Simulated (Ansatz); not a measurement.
Consider the following.

HgO:
```cif
data_Hg3O3
_chemical_formula_sum 'Hg3 O3'
_space_group_name_H-M_alt 'P 1'
_space_group_IT_number 1
_cell_length_a 3.52173
_cell_length_b 3.52173
_cell_length_c 8.61490
_cell_angle_alpha 90.000
_cell_angle_beta 90.000
_cell_angle_gamma 120.000
loop_
_space_group_symop_operation_xyz
  'x, y, z'
loop_
_atom_site_label
_atom_site_type_symbol
_atom_site_fract_x
_atom_site_fract_y
_atom_site_fract_z
_atom_site_occupancy
Hg1 Hg 0.75377 0.75377 0.00000 1
Hg2 Hg 0.24623 0.00000 0.66667 1
Hg3 Hg 0.00000 0.24623 0.33333 1
O1 O 0.46540 0.46540 0.50000 1
O2 O 0.53460 0.00000 0.16667 1
O3 O 0.00000 0.53460 0.83333 1
```

This is the LDA-relaxed structure.

All from LDA in the plane-wave PAW code Ansatz, unless another level is named. Give the weight of the conduction-edge state by species (Voronoi cells).

O 59 %, Hg 41 %.

Next, the conduction-band minimum?

on the K–Γ line, 87 % of the way from K (6 equivalent valleys).

Predict the weight of the valence-edge state by species (Voronoi cells).

O 73 %, Hg 27 %.

Space group P3_221. The first step of the workflow began from a Materials Project structure, measured or hypothetical; the Crystallography Open Database copy checked does not list it. COD files the formula under space group No. 44, 62, so this cell is another polymorph or a model. Whether it is the stable phase at ambient conditions was not checked. Symmetry was held in the LDA relaxation; its stability against distortions is not shown here. A crystal of weakly bound chains computed without a dispersion correction: the cell and the soft elastic constants depend strongly on that. Spin–orbit coupling is left out wherever it is not named.

Potentials: the later of the program's two PAW sets.
